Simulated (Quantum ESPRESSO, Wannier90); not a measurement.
Wannier functions of PbS (Pnma)

```
begin unit_cell_cart
ang
   12.0278400000    0.0000000000    0.0000000000
    0.0000000000    4.2249700000    0.0000000000
    0.0000000000    0.0000000000    4.2750200000
end unit_cell_cart
begin atoms_frac
Pb  -0.1286500000  0.2500000000  0.1649000000
Pb   0.1286500000 -0.2500000000 -0.1649000000
Pb  -0.3713500000 -0.2500000000 -0.3351000000
Pb   0.3713500000  0.2500000000  0.3351000000
S   -0.3564000000  0.2500000000  0.1079100000
S    0.3564000000 -0.2500000000 -0.1079100000
S   -0.1436000000 -0.2500000000 -0.3920900000
S    0.1436000000  0.2500000000  0.3920900000
end atoms_frac
```

Cell from Materials Project (mp-1078500), symmetrised, no further relaxation. Not found in the COD (Crystallography Open Database) copy used, which has the formula in other groups; not checked further. Method: PBEsol plane waves in Quantum ESPRESSO 7.5 (PseudoDojo norm-conserving files, 50 Ry, no spin polarisation, no spin-orbit coupling), Bloch states on a 4×6×6 mesh through Γ, Wannier90 4.0.1. Density: 4×8×8 mesh, Gaussian smearing 0.01 Ry. Spin-orbit coupling is left out although heavy elements are present.

Bands 21-40 form an isolated set from -12.96 to 0.00 eV relative to the valence-band maximum (on the path) and are turned into 20 Wannier functions by minimising the spread from the start: SCDM (isolated).

### Question
Where do the functions sit, how wide are they and what are they made of?

### Answer
```
functions  spread (Å²)  nearest atom, distance (Å)  second atom, distance (Å)            weight on atomic waves
---------  -----------  --------------------------  -------------------------  --------------------------------
8                 2.35                      S 0.64                    Pb 2.20  S 3p 58 %, S 3s 20 %, Pb 6p 19 %
4                 2.26                      S 0.73                    Pb 2.02  S 3p 58 %, Pb 6p 18 %, S 3s 17 %
4                 2.21                      S 0.52                    Pb 2.87  S 3p 55 %, S 3s 30 %, Pb 6p 13 %
4                 2.50                     Pb 0.19                     S 2.90             Pb 6s 92 %, Pb 6p 4 %
```

Ω_I = 42.05 Å², Ω_total = 46.68 Å²; the interpolated bands follow pw.x to 8.8 meV rms on the path. It is the lowest total spread that any start reached here.
